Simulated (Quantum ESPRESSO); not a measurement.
# Al2ZnSiN4: convergence and cost over cutoff and k mesh

Simulated, not a measurement. The program is pw.x of Quantum ESPRESSO 7.5 (plane-wave density functional theory). The cell is made up: 8 atoms on a wurtzite lattice, with randomly drawn elements, strain and displacements, not relaxed. PseudoDojo standard norm-conserving files (v0.5 for PBE, v0.4.1 for LDA and PBEsol) set the functional; there is no spin polarisation, spin-orbit coupling or dispersion term, and the masses in the input are unused placeholders.

Input of the run in row 2:

```
&control calculation='scf', pseudo_dir='./dojo.nc.sr.pbe.v0_5.standard.upf', outdir='./o', disk_io='medium', tprnfor=.true., tstress=.true. /
&system ibrav=0, nat=8, ntyp=4, nbnd=31, ecutwfc=84.00895049, nosym=.true., tot_charge=0,
 occupations='smearing', smearing='fd', degauss=0.0018374661
/
&electrons conv_thr=7.350e-09, electron_maxstep=60, /
ATOMIC_SPECIES
Al 1.0 Al.upf
N 1.0 N.upf
Si 1.0 Si.upf
Zn 1.0 Zn.upf
CELL_PARAMETERS angstrom
3.0587 -0.0228 -0.0235
-0.0395 5.3895 -0.0648
-0.0384 -0.0611 5.1081
ATOMIC_POSITIONS angstrom
Al 0.0496 -0.0322 -0.0767
Al 1.3899 2.6432 0.0285
Zn 1.3619 0.847 2.5234
Si 0.0555 3.5721 2.6131
N 0.0147 -0.1237 2.0205
N 1.427 2.7673 1.8387
N 1.3827 0.7225 4.5423
N -0.0871 3.453 4.3939
K_POINTS automatic
6 4 4 1 1 1
```

The same cell was run at these settings. Meshes are shifted by half a step, and differences are from the last row, which is itself not exact.

```
cutoff (eV)     k mesh  k points solved  threshold (eV)  free energy less the last row's (eV)  pressure (GPa)  largest stress difference (GPa)  largest force difference (eV/Å)  iterations  wall time (s)  k-point pools              processor
        800  2 x 2 x 2                4           1e-04                                 0.767          -19.52                            31.78                            0.313           8             16              1  AMD EPYC, Zen 5 class
       1143  6 x 4 x 4               48           1e-07                                 0.001            7.19                             0.03                            0.002          13            249              1  AMD EPYC, Zen 5 class
       1437  8 x 6 x 6              144           1e-07                                 0.000            7.18                             0.00                            0.000          13            842              1  AMD EPYC, Zen 5 class
```

Each pool is one process. Wall times include start-up and a band step at six k points, which weighs most on the coarsest meshes. The runs were on shared virtual cores whose load varied, so times are rough.